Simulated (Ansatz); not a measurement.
AlOs:
```cif
data_AlOs
_chemical_formula_sum 'Al1 Os1'
_space_group_name_H-M_alt 'P 1'
_space_group_IT_number 1
_cell_length_a 2.99700
_cell_length_b 2.99700
_cell_length_c 2.99700
_cell_angle_alpha 90.000
_cell_angle_beta 90.000
_cell_angle_gamma 90.000
loop_
_space_group_symop_operation_xyz
  'x, y, z'
loop_
_atom_site_label
_atom_site_type_symbol
_atom_site_fract_x
_atom_site_fract_y
_atom_site_fract_z
_atom_site_occupancy
Al1 Al 0.00000 0.00000 0.00000 1
Os1 Os 0.50000 0.50000 0.50000 1
```

Relaxed with r²SCAN.

Q: Tabulate the valence density and the electron localisation function along the shortest Al–Al contact (3.00 Å), the program Ansatz at the r²SCAN level (PAW).

A: 

```
distance from Al (Å)  density (e/Å³)   ELF
--------------------  --------------  ----
0.30                            0.06  0.03
0.45                            0.08  0.01
0.60                            0.12  0.04
0.75                            0.18  0.16
0.90                            0.21  0.29
1.05                            0.22  0.36
1.20                            0.22  0.37
1.35                            0.21  0.36
1.50                            0.21  0.35
1.65                            0.21  0.36
1.80                            0.22  0.37
1.95                            0.22  0.36
2.10                            0.21  0.29
2.25                            0.18  0.16
2.40                            0.12  0.04
2.55                            0.08  0.01
2.70                            0.06  0.03
```

The density is the valence pseudo-density with augmentation charge, so density and ELF within about 1 Å of a nucleus are not all-electron values.

Space group Pm-3m (CsCl type). The first step of the workflow began from a Materials Project structure, measured or hypothetical; the Crystallography Open Database copy checked does not list it. With Al and Os taken as one species the cell has the higher symmetry Im-3m, so it may be an ordered model of a mixed-site phase. Whether it is the stable phase at ambient conditions was not checked. Symmetry was held in the r²SCAN relaxation; of distortions, only those at the zone centre were tested. The run is not spin-polarised. Spin–orbit coupling is left out wherever it is not named.

Potentials: the later of the program's two PAW sets.
